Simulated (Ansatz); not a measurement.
ZrS2:
```cif
data_S2Zr
_chemical_formula_sum 'Zr1 S2'
_space_group_name_H-M_alt 'P-3m1'
_space_group_IT_number 164
_space_group_name_Hall '-P 3 2"'
_cell_length_a 3.68035
_cell_length_b 3.68035
_cell_length_c 5.93347
_cell_angle_alpha 90.000
_cell_angle_beta 90.000
_cell_angle_gamma 120.000
loop_
_atom_site_label
_atom_site_type_symbol
_atom_site_symmetry_multiplicity
_atom_site_Wyckoff_symbol
_atom_site_fract_x
_atom_site_fract_y
_atom_site_fract_z
_atom_site_occupancy
Zr1 Zr 1 a 0.00000 0.00000 0.00000 1
S1 S 2 d 0.33333 0.66667 0.24241 1
```

Relaxed with r²SCAN+D4. 

### Question
HSE06 on this cell (Ansatz, a program for electronic structure, PAW) gives a gap of 1.75 eV. What does r²SCAN+D4 give?

### Answer
1.26 eV.

Cost on shared cores: the r²SCAN+D4 run (SCF on a 9×9×5 mesh, then bands and DOS) very roughly 40 core-seconds, the HSE06 run (SCF on 6×6×4, then a few points) about 3 core-minutes (a rough figure); the tasks are unlike.

The cell was relaxed with r²SCAN+D4 under the symmetry of its start. The run is not spin-polarised. Scalar-relativistic: spin–orbit coupling is off unless named, which matters more the heavier the elements.

Potentials: the later of the program's two PAW sets.

Ansatz is a plane-wave DFT program.
